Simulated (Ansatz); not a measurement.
# Stress against strain in Li

```xyz
1
Lattice="0.0000 2.2020 2.2020 2.2020 0.0000 2.2020 2.2020 2.2020 0.0000" Properties=species:S:1:pos:R:3 pbc="T T T"
Li    0.0000    0.0000    0.0000
```

The cell is COD entry 9008473, as deposited and not checked against the literature; nothing was relaxed.

Computed with DFT, LDA, all-electron LAPW, scalar-relativistic (Ansatz 0.2.0).

Sampling and basis: a Γ-centred 16×16×16 k mesh, Fermi–Dirac smearing of 0.05 eV, basis error target 0.5 meV/atom, no spin polarisation.

The strain is applied along the Cartesian axes of the cell as listed (the other components stay zero). Fractional coordinates are held (clamped ions).

σ is the change of stress from the unstrained cell, which is at -1.47 GPa; tension is positive, so slopes are stress–strain coefficients at that pressure. In a metal the k mesh adds noise.

Only quantities that a quadratic follows smoothly over the whole series are listed; rougher ones are left out.

| εzz | σzz (GPa) | σxx (GPa) |
| --- | --- | --- |
| -0.0200 | -0.21 | -0.20 |
| 0.0000 | 0.00 | 0.00 |
| 0.0100 | 0.12 | 0.09 |
| 0.0200 | 0.25 | 0.16 |

(1) Fit the series and read off the stiffness at zero strain.

(2) One run, at εzz = -0.0100, is withheld. Predict its row.

Results:

(1) Least-squares fits y = p0 + p1 x + p2 x² to the rows give σzz (GPa): p1 = 11.5, p2 = 50; σxx (GPa): p1 = 9.04, p2 = -55. So C11 = 11 GPa and C12 = 9 GPa, which gives B = (C11 + 2 C12)/3 = 10 GPa.

(2) The fits give -0.11, -0.09; the run gave -0.11, -0.10.
